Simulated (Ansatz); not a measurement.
CoIrPt (P3m1) was relaxed and computed twice in Ansatz (plane waves, PAW), once with PBE and once with PBEsol.

```
                                                                                                          run 1                                                      run 2
--------------------------------  -----------------------------------------------------------------------------  ---------------------------------------------------------
cell                              a = 2.6803 Å, b = 2.6803 Å, c = 6.4448 Å, α = 90.00°, β = 90.00°, γ = 120.00°  a = b = 2.712 Å, c = 6.551 Å, α = β = 90.00°, γ = 120.00°
ΔH_f (eV/atom)                                                                                             0.03                                                       0.02
spin order, net moment (μB/atom)                                                        ferromagnetic; net 0.63                                    ferromagnetic; net 0.71
```

Problem. Which run used which functional?

Solution. Run 1 is PBEsol, run 2 is PBE.

Spin orders computed, not proven ground states: CoIrPt, P3m1 (Co on 1a, Pt on 1b, Ir on 1c) with PBEsol ferromagnetic; CoIrPt, P3m1 (Co on 1a, Pt on 1b, Ir on 1c) with PBE ferromagnetic. Typed or built starts, not in the databases checked: CoIrPt, P3m1 (Co on 1a, Pt on 1b, Ir on 1c). All cells were relaxed under the symmetry of their starts (and spin orders); stability against distortions was not tested throughout. Scalar-relativistic: spin–orbit coupling is off unless named, which matters more the heavier the elements.

Potentials: the later of the program's two PAW sets.

Ansatz (an electronic-structure program) is a plane-wave DFT program.

Formation energies count from the lowest solids of the elements computed at the same level, not from gases.
